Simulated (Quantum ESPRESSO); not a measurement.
Si6AlP, a curve over strain

Simulated, not a measurement. The program is pw.x of Quantum ESPRESSO 7.5 (plane-wave density functional theory). The cell is made up: 8 atoms on a zincblende/diamond lattice, with randomly drawn elements, strain and displacements, not relaxed. PseudoDojo standard norm-conserving files (v0.5 for PBE, v0.4.1 for LDA and PBEsol) set the functional; there is no spin polarisation, spin-orbit coupling or dispersion term, and the masses in the input are unused placeholders.

Seven runs add a strain to one cell (shear xy, as the tensor component); the atoms follow the cell and are not relaxed. Stress in the table is positive in tension.

Input of the run at -0.0010:

```
&control calculation='scf', pseudo_dir='./dojo.nc.sr.pbe.v0_5.standard.upf', outdir='./o', disk_io='low', tprnfor=.true., tstress=.true. /
&system ibrav=0, nat=8, ntyp=3, nbnd=26, ecutwfc=44.02568797, nosym=.true., tot_charge=0,
 occupations='smearing', smearing='fd', degauss=0.0073498644
/
&electrons conv_thr=7.350e-09, electron_maxstep=60, /
ATOMIC_SPECIES
Al 1.0 Al.upf
P 1.0 P.upf
Si 1.0 Si.upf
CELL_PARAMETERS angstrom
5.4379 0.0155 0.0629
0.0156 5.3317 -0.002
0.0629 -0.0021 5.3196
ATOMIC_POSITIONS angstrom
Si 0.0118 -0.053 -0.0106
Al 0.0437 2.6637 2.632
Si 2.7334 -0.026 2.6568
P 2.7723 2.6986 -0.0114
Si 1.4013 1.3463 1.3273
Si 1.4008 3.9938 3.9902
Si 4.0944 1.3891 3.9601
Si 4.167 3.9639 1.4032
K_POINTS automatic
6 6 6 1 1 1
```

| added strain | free energy less that of the input shown (eV) | stress xx (GPa) | stress yy (GPa) | stress zz (GPa) | stress xy (GPa) | pressure (GPa) | iterations |
| --- | --- | --- | --- | --- | --- | --- | --- |
| -0.0125 | 0.0023 | -6.98 | -8.19 | -8.43 | -1.31 | 7.87 | 10 |
| -0.0047 | -0.0056 | -6.96 | -8.17 | -8.42 | 0.40 | 7.85 | 10 |
| -0.0010 | 0.0000 | -6.97 | -8.19 | -8.44 | 1.21 | 7.87 | 10 |
| +0.0112 | 0.0609 | -7.13 | -8.33 | -8.56 | 3.88 | 8.01 | 10 |
| +0.0150 | 0.0928 | -7.21 | -8.40 | -8.62 | 4.71 | 8.08 | 10 |
| +0.0174 | 0.1163 | -7.27 | -8.45 | -8.67 | 5.24 | 8.13 | 10 |
| +0.0225 | 0.1750 | -7.42 | -8.59 | -8.78 | 6.36 | 8.26 | 10 |

A cubic fit gives a slope of stress xy against the added strain of 219 GPa at zero added strain, with the atoms clamped. Across the table the free energy follows the integral of the stress to within 0.3 meV. A rerun of one of the cells at 838 eV and a 8 x 8 x 8 mesh moved values by no more than 0.002 eV in energy, 0.02 GPa in stress and 0.002 eV/Å in force.